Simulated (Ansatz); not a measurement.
**Surface calculation: bcc W (110), 5 layers**

The slab is cut from the bcc crystal, the stable phase, as relaxed on PAW files (15.40 Å³/atom), with 16 Å of vacuum and a dipole correction:

```
W
1.0
     2.71494    0.00000    0.00000
    -0.90498    2.55967    0.00000
     0.00000    0.00000   24.86690
W
5
Cartesian
  0.0000 0.0000 8.0000
  0.9050 1.2798 10.2167
  0.0000 0.0000 12.4335
  0.9050 1.2798 14.6502
  0.0000 0.0000 16.8669
```

All numbers are LDA results (scalar-relativistic) from Ansatz 0.2.0, with a Γ-centred 14×14×1 k mesh, Fermi–Dirac smearing of 0.1 eV, no spin polarisation. Methods: LAPW: all electrons, basis error target 1 meV/atom; PAW: frozen-core files, cutoff 420 eV.

The bulk energy comes from a cell in the slab's orientation on a 14×14×8 mesh. The surface energy is (E(slab) − N·E(bulk))/2A at zero smearing, the mean of both faces; thin slabs carry quantum-size effects.

Spin–orbit coupling is left out, which matters for the heavy atoms. The PAW files were made under PBE.

Task: As cut, the LAPW slab lies 3.223 eV above 5 atoms of bulk. What surface energy is that?

Result: Over two faces of 6.95 Å² it is 231.9 meV/Å², and times 16.02 J/m² per eV/Å² that gives γ = 3.715 J/m².

```
method  γ as cut (J/m²)  γ relaxed (J/m²)  Φ as cut (eV)  Φ relaxed (eV)
  LAPW            3.715             3.649           5.15            5.05
```

Task: How do the spacings between the planes relax?

Result: From the bottom face up: d12 -3.6 % of 2.217 Å, d23 +0.2 % of 2.217 Å, d34 +0.2 % of 2.217 Å, d45 -3.6 % of 2.217 Å.

Task: What changes if the vacuum is set to 13 Å?

Result: LAPW then gives: no gap, work function 5.05 eV; PAW: no gap, work function 5.05 eV. The program warns that the vacuum is too thin.

Task: A 4f core hole is made on one atom of each kind in every 1×1 cell (PAW hole dataset, neutral cell, valence without spin). What does it cost by layer?

Result: layer 1 32.19 eV, layer 2 32.50 eV, layer 3 32.45 eV. Shifts between layers mean more than the absolute values, and a whole layer of holes screens otherwise than one hole.

Task: In the relaxed 1×1 cell, replace the outer, then the middle W by Re, which changes a whole layer. What shift does this Z+1 picture give?

Result: E(outer) − E(middle) = -0.22 eV by LAPW and -0.22 eV by PAW; a positive value puts the surface line at higher binding energy.
